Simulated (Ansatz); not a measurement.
ZrCu$_{5}$ (space group F-43m)

```xyz
6
Lattice="0.0000 3.3943 3.3943 3.3943 0.0000 3.3943 3.3943 3.3943 0.0000" Properties=species:S:1:pos:R:3 pbc="T T T"
Zr     0.0000     0.0000     0.0000
Cu     1.6972     1.6972     1.6972
Cu     4.2376     4.2376     4.2376
Cu     2.5511     2.5511     4.2376
Cu     2.5511     4.2376     2.5511
Cu     4.2376     2.5511     2.5511
```

The relaxed cell is deformed in two ways at once: its volume V is scaled, and at that volume it is stretched along z (the c axis of the conventional cell) so that c/a changes. Fractional atomic positions are held.

These are PBEsol (plane waves to 420 eV, PAW, scalar-relativistic; Ansatz, a quantum-chemistry and plane-wave program) values and carry that method's errors. k mesh 12×12×12 (Γ-centred), Fermi-Dirac smearing 0.05 eV. E stands for the smeared free energy. As the atoms are clamped, bonds stretch with the cell, which overstates energies and stresses. With partly filled bands, the response to shear is sensitive to the k mesh, so small differences along c/a are uncertain. ZrCu5 is run without spin polarisation. ZrCu5 was relaxed with its symmetry unable to fall. The zero of ΔE is the relaxed starting cell.

Q: Estimate the ΔE (eV/atom) for all points of the grid V/V₀ = 0.920, 0.960, 1.000, 1.040, 1.080 by (c/a)/(c/a)₀ = 0.960, 0.980, 1.000, 1.020, 1.040.

A: ΔE (eV/atom), with V/V₀ across and (c/a)/(c/a)₀ down:

```csv
(c/a)/(c/a)₀ \ V/V₀,0.920,0.960,1.000,1.040,1.080
0.960,0.056,0.018,0.006,0.015,0.041
0.980,0.050,0.013,0.001,0.011,0.037
1.000,0.049,0.011,0.000,0.010,0.036
1.020,0.050,0.013,0.001,0.011,0.037
1.040,0.055,0.017,0.005,0.014,0.040
```

(A scan under strain: stresses follow from slopes of the energy per volume, elastic moduli from its curvatures.)
